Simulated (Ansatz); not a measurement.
Input file of a DFT run on LaF2 with Ansatz:

```yaml
crystal:
  lattice:
    - [3.651408448, 0.0, 0.0]
    - [-1.825704224, 3.1622124755, 0.0]
    - [0.0, 0.0, 5.6027531424]
  atoms:
    - { symbol: La, position: [0.0, 0.0, 0.0] }
    - { symbol: F, position: [0.3333333333, 0.6666666667, 0.2401196039] }
    - { symbol: F, position: [0.6666666667, 0.3333333333, 0.7598803961] }
basis:
  ecutwfc: 420
  ecutrho_ratio: 4
kpoints:
  mp_grid: { grid: [10, 10, 6] }
hamiltonian:
  xc: lda
scf:
  occupations: { method: gaussian, width: 0.05 }
output:
  forces: true
  stress: true
  eigenvalues: true
  populations: true
  hubbard: { sites: [{ species: La, l: f }] }
```

Launched as:
```sh
ansatz run input.yaml --threads 2 --pin off --max-ram 2662MiB --backend cpu --events-out ev --progress --plain --runs-dir out
```

The start was a prototype's sites filled with these elements, not a measured cell.

Output, machine lines left out:

```
La: projections on atomic orbitals take those of the free atom [Kr 4d10] 4f0 5s2 5p6 5d1 6s2, of charge +0.00 (hamiltonian.pseudopotentials.projection_atoms); the dataset's partial waves leave at most 1.9e-5 of an orbital's norm unspanned inside its sphere
Pseudopotentials: kind: paw
Pseudopotential: La, paw, valence charge 11, recommended cutoff 420 eV (normal), La.paw.azcp
Pseudopotential: F, paw, valence charge 7, recommended cutoff 420 eV (normal), F.paw.azcp
Crystal: 3 atoms, lattice volume = 64.692 Å³
Basis set: ecut = 420 eV, 1255 PW (Γ)
Bands: 17, of which v1, the nominal top of the filled ones, is band 13 counted from 1 (12 counted from 0)
Symmetry: 12 space group operations
Space group: P-3m1 (ITA 164), of the structure as read, at distance tolerance 4.0e-5 Å
k-points: 72 of 600
Initial density: superposition of atomic densities (neutral atoms: chi_scale 0, normalization atom), corrected by the library's trained network
Initial wavefunctions: pseudopotential atomic-orbital guess
Functional: x = slater, c = lda
```

SCF trace (energy estimate counted from the last row):
```tsv
iteration	ΔE (eV)	density residual (eV)
1	-0.017	6.84e-2
2	-2.9e-03	1.79e-2
3	-1.7e-04	1.66e-3
4	-2.8e-05	1.42e-4
5	3.0e-06	1.04e-5
6	0.000	1.96e-6
7	0.000	3.00e-7
8	0.000	3.45e-8
```

```
SCF 1 converged in 8 iterations: F = -7667.689894 eV  dr2 = 3.45e-8
SCF converged after 8 iterations
Free energy (F): -7667.689894 eV
E sigma→0 (E₀):  -7667.686141 eV
Entropy (-TS):   -0.007507 eV (-2.502 meV/atom)
Fermi energy:    7.852692 eV
--- Forces (eV/Å), atoms counted from 1 ---
  atom   1  La     0.00000000     0.00000000     0.00000000
  atom   2  F      0.00000000     0.00000000    -0.49960299
  atom   3  F      0.00000000     0.00000000     0.49960299
--- Stress (GPa, compression-positive) ---
       -5.525973       0.000000       0.000000
        0.000000      -5.525973       0.000000
        0.000000       0.000000      -4.187593
  P = ⅓ Tr σ = -5.0798 GPa (-50.798 kbar)
--- Löwdin populations: 3 sites ---
  site symbol       q [e]
     0     La     10.1473
     1      F      7.3965
     2      F      7.3965
--- Occupation matrices: 1 shell (Löwdin-built; ε = 2.00e-2, provisional) ---
  La0 f_4F -      Tr n = 0.1430  λ = 0.008 0.008 0.010 0.019 0.029 0.029 0.040
```

In short (LDA): pressure -5.1 GPa, gap on the mesh zero (metallic), largest force component 0.500 eV/Å.

Run time: 2.4 s on 2 threads of Arm Neoverse V2, with other jobs on the host, peak memory 0.37 GiB.

No spin–orbit coupling, a notable omission for heavy elements. The cell is a metal with an odd number of electrons, and spin polarisation wasn't tried.
